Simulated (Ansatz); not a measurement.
Here is the system:

Ge2Pt3:
```cif
data_Ge4Pt6
_chemical_formula_sum 'Ge4 Pt6'
_space_group_name_H-M_alt 'P 1'
_space_group_IT_number 1
_cell_length_a 3.48262
_cell_length_b 7.59835
_cell_length_c 6.35972
_cell_angle_alpha 90.000
_cell_angle_beta 105.837
_cell_angle_gamma 90.000
loop_
_space_group_symop_operation_xyz
  'x, y, z'
loop_
_atom_site_label
_atom_site_type_symbol
_atom_site_fract_x
_atom_site_fract_y
_atom_site_fract_z
_atom_site_occupancy
Ge1 Ge 0.50000 0.00000 0.00000 1
Ge2 Ge 0.50000 0.50000 0.00000 1
Ge3 Ge 0.24340 0.75000 0.48678 1
Ge4 Ge 0.75660 0.25000 0.51322 1
Pt1 Pt 0.03437 0.75000 0.06941 1
Pt2 Pt 0.96563 0.25000 0.93059 1
Pt3 Pt 0.83965 0.94126 0.67985 1
Pt4 Pt 0.16035 0.05874 0.32015 1
Pt5 Pt 0.16035 0.44126 0.32015 1
Pt6 Pt 0.83965 0.55874 0.67985 1
```

This is the r²SCAN-relaxed structure.

Question: All from r²SCAN in the plane-wave PAW code Ansatz, unless another level is named. Estimate the electronic character.

Answer: metallic (no gap).

Question: Predict the density of states at the Fermi level.

Answer: 0.37 states/eV per atom (mean over ±0.08 eV).

Question: And the formation energy from the elements (no fitted shifts)?

Answer: -42 kJ/mol of atoms.

Space group Cmcm. The first step of the workflow began from a Materials Project structure, measured or hypothetical; the Crystallography Open Database copy checked does not list it. COD files the formula under space group No. 62, so this cell is another polymorph or a model. Whether it is the stable phase at ambient conditions was not checked. The r²SCAN relaxation kept the symmetry of its start; whether a distortion lowers the energy is not shown. No spin polarisation was allowed. The references are the lowest solids computed at this level, not always the standard phases. Scalar-relativistic: spin–orbit coupling is off unless named, which matters more the heavier the elements.

Potentials: the later of the program's two PAW sets.
